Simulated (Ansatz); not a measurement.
Given:

ZnPbO₃:
```xyz
10
Lattice="2.7146 1.5673 4.7852 -2.7146 1.5673 4.7852 0.0000 -3.1345 4.7852" Properties=species:S:1:pos:R:3 pbc="T T T"
Zn     0.0000     0.0000     7.1876
Zn     0.0000     0.0000     0.0098
Pb     0.0000     0.0000     3.1392
Pb     0.0000     0.0000    10.3170
O      1.8378     0.1977     6.3707
O     -1.0902     1.4927     6.3707
O     -0.7477    -1.6905     6.3707
O      0.7477     1.4441     8.7633
O      0.8768    -1.3695     8.7633
O     -1.6244    -0.0745     8.7633
```

This is the r²SCAN-relaxed structure. x, y and z are the axes in which the lattice vectors are written.

### Question
All from plane-wave PAW r²SCAN (Ansatz code), unless another level is named. Predict the HSE06 gap on the r²SCAN cell.

### Answer
1.17 eV.

### Question
And the gap with spin–orbit coupling?

### Answer
0.22 eV.

### Question
What about the electron effective mass?

### Answer
0.17 mₑ (isotropic).

### Question
And the hole effective mass, band 1 of 2 at the edge?

### Answer
3.6 along x, 3.8 along z (mₑ).

Space group R3c. The first step of the workflow began from a Materials Project structure, measured or hypothetical; the Crystallography Open Database copy checked does not list it. With Zn and Pb taken as one species the cell has the higher symmetry R-3c, so it may be an ordered model of a mixed-site phase. Whether it is the stable phase at ambient conditions was not checked. Symmetry was held in the r²SCAN relaxation; of distortions, only those at the zone centre were tested. Scalar-relativistic: spin–orbit coupling is off unless named, which matters more the heavier the elements.

Potentials: the later of the program's two PAW sets.
